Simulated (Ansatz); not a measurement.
Given:

BiB:
```cif
data_B3Bi3
_chemical_formula_sum 'B3 Bi3'
_space_group_name_H-M_alt 'P6222'
_space_group_IT_number 180
_space_group_name_Hall 'P 62 2 (0 0 4)'
_cell_length_a 3.88752
_cell_length_b 3.88752
_cell_length_c 8.64209
_cell_angle_alpha 90.000
_cell_angle_beta 90.000
_cell_angle_gamma 120.000
loop_
_atom_site_label
_atom_site_type_symbol
_atom_site_symmetry_multiplicity
_atom_site_Wyckoff_symbol
_atom_site_fract_x
_atom_site_fract_y
_atom_site_fract_z
_atom_site_occupancy
B1 B 3 c 0.50000 0.00000 0.00000 1
Bi1 Bi 3 d 0.50000 0.00000 0.50000 1
```

This is the PBEsol-relaxed structure.

Problem. All from PBEsol in the plane-wave PAW code Ansatz, unless another level is named. Predict the highest zone-centre frequency.

Solution. 516 cm^-1.

Problem. And the bulk modulus (Birch–Murnaghan fit)?

Solution. 830 kbar.

Space group P6_222. A made-up cell: these elements were put on the sites of a structure type; neither database checked (COD, Materials Project) lists it. Its standing as an ambient phase is unchecked. Symmetry was held in the PBEsol relaxation; of distortions, only those at the zone centre were tested. As this level gives no gap, phonon frequencies hold no LO–TO term and depend on the k-mesh and smearing (Fermi–Dirac, 0.1 eV here). Spin–orbit coupling is left out wherever it is not named.

Potentials: the later of the program's two PAW sets.
